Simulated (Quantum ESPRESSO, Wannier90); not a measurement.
**ZrSe2 (CdI2 type), plane waves to Wannier functions**

Cell from Materials Project (mp-2076), symmetrised, no further relaxation. COD (Crystallography Open Database) has an entry of this formula and space group (matched by these alone). Method: PBE plane waves in Quantum ESPRESSO 7.5 (PseudoDojo norm-conserving files, 69 Ry, no spin polarisation, no spin-orbit coupling), Bloch states on a 12×12×6 mesh through Γ, Wannier90 4.0.1. Density: 12×12×6 mesh, Gaussian smearing 0.01 Ry. The cell is built of weakly bound layers, chains or molecules, whose nearest atoms lie 3.95 Å apart. Database cells relaxed without dispersion often hold them too far apart, which can enlarge gaps and weakens couplings between them; spacing and stacking were not compared with the measured crystal. Spin-orbit coupling, left out, would split the p-like bands by a few tenths of an eV.

Input w.win:

```
num_bands = 21
num_wann = 11
exclude_bands = 1-16
num_iter = 0
conv_tol = 1.0e-6
conv_window = 4
dis_num_iter = 1000
dis_conv_tol = 1.0e-6
dis_froz_max = 10.40
write_hr = true
write_u_matrices = true
begin projections
Zr: d
Se: p
end projections
begin unit_cell_cart
ang
    3.8111501223    0.0000000000    0.0000000000
   -1.9055750611    3.3005528235    0.0000000000
    0.0000000000    0.0000000000    6.3999100000
end unit_cell_cart
begin atoms_frac
Zr   0.0000000000  0.0000000000  0.0000000000
Se  -0.3333333333  0.3333333333 -0.2441200000
Se   0.3333333333 -0.3333333333  0.2441200000
end atoms_frac
mp_grid = 12 12 6
begin kpoints
0.0000000000 0.0000000000 0.0000000000
0.0000000000 0.0000000000 0.1666666667
0.0000000000 0.0000000000 0.3333333333
... (861 more lines: the 12x12x6 mesh through Gamma)
end kpoints
```

On the energy scale of pw.x, whose zero is arbitrary, the valence-band maximum lies at 8.45 eV. Lines of w_hr.dat (R1 R2 R3 m n Re Im, eV) for R = 0 and one of the shortest lattice vectors, rounded to 0.01 eV, lines under 0.02 eV left out; orbitals in order: Zr1 dz2, Zr1 dxz, Zr1 dyz, Zr1 dx2-y2, Zr1 dxy, Se2 pz, Se2 px, Se2 py, Se3 pz, Se3 px, Se3 py.

```
    0    0    0    1    1     9.75     0.00
    0    0    0    6    1     0.62     0.00
    0    0    0    7    1    -0.35     0.00
    0    0    0    8    1     0.20     0.00
    0    0    0    9    1    -0.62     0.00
    0    0    0   10    1     0.35     0.00
    0    0    0   11    1    -0.20     0.00
    0    0    0    2    2    10.48     0.00
    0    0    0    5    2    -0.57     0.00
    0    0    0    6    2    -0.52     0.00
    0    0    0    7    2    -0.97     0.00
    0    0    0    8    2     0.88     0.00
    0    0    0    9    2     0.52     0.00
    0    0    0   10    2     0.97     0.00
    0    0    0   11    2    -0.88     0.00
    0    0    0    3    3    10.48     0.00
    0    0    0    4    3    -0.57     0.00
    0    0    0    6    3     0.30     0.00
    0    0    0    7    3     0.88     0.00
    0    0    0    8    3     0.04     0.00
    0    0    0    9    3    -0.30     0.00
    0    0    0   10    3    -0.88     0.00
    0    0    0   11    3    -0.04     0.00
    0    0    0    3    4    -0.57     0.00
    0    0    0    4    4    10.03     0.00
    0    0    0    6    4    -0.48     0.00
    0    0    0    7    4     0.02     0.00
    0    0    0    8    4     0.72     0.00
    0    0    0    9    4     0.48     0.00
    0    0    0   10    4    -0.02     0.00
    0    0    0   11    4    -0.72     0.00
    0    0    0    2    5    -0.57     0.00
    0    0    0    5    5    10.03     0.00
    0    0    0    6    5     0.83     0.00
    0    0    0    7    5     0.69     0.00
    0    0    0    8    5     0.02     0.00
    0    0    0    9    5    -0.83     0.00
    0    0    0   10    5    -0.69     0.00
    0    0    0   11    5    -0.02     0.00
    0    0    0    1    6     0.62     0.00
    0    0    0    2    6    -0.52     0.00
    0    0    0    3    6     0.30     0.00
    0    0    0    4    6    -0.48     0.00
    0    0    0    5    6     0.83     0.00
    0    0    0    6    6     7.25     0.00
    0    0    0    9    6    -0.11     0.00
    0    0    0    1    7    -0.35     0.00
    0    0    0    2    7    -0.97     0.00
    0    0    0    3    7     0.88     0.00
    0    0    0    4    7     0.02     0.00
    0    0    0    5    7     0.69     0.00
    0    0    0    7    7     7.20     0.00
    0    0    0   10    7    -0.12     0.00
    0    0    0    1    8     0.20     0.00
    0    0    0    2    8     0.88     0.00
    0    0    0    3    8     0.04     0.00
    0    0    0    4    8     0.72     0.00
    0    0    0    5    8     0.02     0.00
    0    0    0    8    8     7.20     0.00
    0    0    0   11    8    -0.12     0.00
    0    0    0    1    9    -0.62     0.00
    0    0    0    2    9     0.52     0.00
    0    0    0    3    9    -0.30     0.00
    0    0    0    4    9     0.48     0.00
    0    0    0    5    9    -0.83     0.00
    0    0    0    6    9    -0.11     0.00
    0    0    0    9    9     7.25     0.00
    0    0    0    1   10     0.35     0.00
    0    0    0    2   10     0.97     0.00
    0    0    0    3   10    -0.88     0.00
    0    0    0    4   10    -0.02     0.00
    0    0    0    5   10    -0.69     0.00
    0    0    0    7   10    -0.12     0.00
    0    0    0   10   10     7.20     0.00
    0    0    0    1   11    -0.20     0.00
    0    0    0    2   11    -0.88     0.00
    0    0    0    3   11    -0.04     0.00
    0    0    0    4   11    -0.72     0.00
    0    0    0    5   11    -0.02     0.00
    0    0    0    8   11    -0.12     0.00
    0    0    0   11   11     7.20     0.00
   -1   -1    0    1    1    -0.12     0.00
   -1   -1    0    2    1     0.11     0.00
   -1   -1    0    3    1    -0.06     0.00
   -1   -1    0    4    1    -0.13     0.00
   -1   -1    0    5    1     0.22     0.00
   -1   -1    0    8    1    -0.02     0.00
   -1   -1    0    1    2     0.11     0.00
   -1   -1    0    2    2    -0.07     0.00
   -1   -1    0    3    2    -0.04     0.00
   -1   -1    0    4    2     0.18     0.00
   -1   -1    0    5    2    -0.04     0.00
   -1   -1    0    9    2     0.03     0.00
   -1   -1    0    1    3    -0.06     0.00
   -1   -1    0    2    3    -0.04     0.00
   -1   -1    0    3    3    -0.12     0.00
   -1   -1    0    4    3     0.17     0.00
   -1   -1    0    5    3     0.18     0.00
   -1   -1    0    6    3     0.04     0.00
   -1   -1    0    8    3    -0.03     0.00
   -1   -1    0    1    4    -0.13     0.00
   -1   -1    0    2    4     0.18     0.00
   -1   -1    0    3    4     0.17     0.00
   -1   -1    0    4    4    -0.05     0.00
   -1   -1    0    5    4     0.14     0.00
   -1   -1    0    8    4    -0.04     0.00
   -1   -1    0   10    4     0.03     0.00
   -1   -1    0    1    5     0.22     0.00
   -1   -1    0    2    5    -0.04     0.00
   -1   -1    0    3    5     0.18     0.00
   -1   -1    0    4    5     0.14     0.00
   -1   -1    0    5    5    -0.21     0.00
   -1   -1    0    7    5     0.03     0.00
   -1   -1    0   10    5     0.02     0.00
   -1   -1    0   11    5     0.03     0.00
   -1   -1    0    2    6    -0.03     0.00
   -1   -1    0    6    6    -0.11     0.00
   -1   -1    0    7    6     0.07     0.00
   -1   -1    0    8    6     0.07     0.00
   -1   -1    0    4    7    -0.03     0.00
   -1   -1    0    5    7    -0.02     0.00
   -1   -1    0    6    7    -0.02     0.00
   -1   -1    0    7    7     0.08     0.00
   -1   -1    0    8    7     0.19     0.00
   -1   -1    0    5    8    -0.03     0.00
   -1   -1    0    6    8    -0.10     0.00
   -1   -1    0    7    8     0.39     0.00
   -1   -1    0    8    8     0.42     0.00
   -1   -1    0    3    9    -0.04     0.00
   -1   -1    0    9    9    -0.11     0.00
   -1   -1    0   10    9    -0.02     0.00
   -1   -1    0   11    9    -0.10     0.00
   -1   -1    0    5   10    -0.03     0.00
   -1   -1    0    9   10     0.07     0.00
   -1   -1    0   10   10     0.08     0.00
   -1   -1    0   11   10     0.39     0.00
   -1   -1    0    1   11     0.02     0.00
   -1   -1    0    3   11     0.03     0.00
   -1   -1    0    4   11     0.04     0.00
   -1   -1    0    9   11     0.07     0.00
   -1   -1    0   10   11     0.19     0.00
   -1   -1    0   11   11     0.42     0.00
```
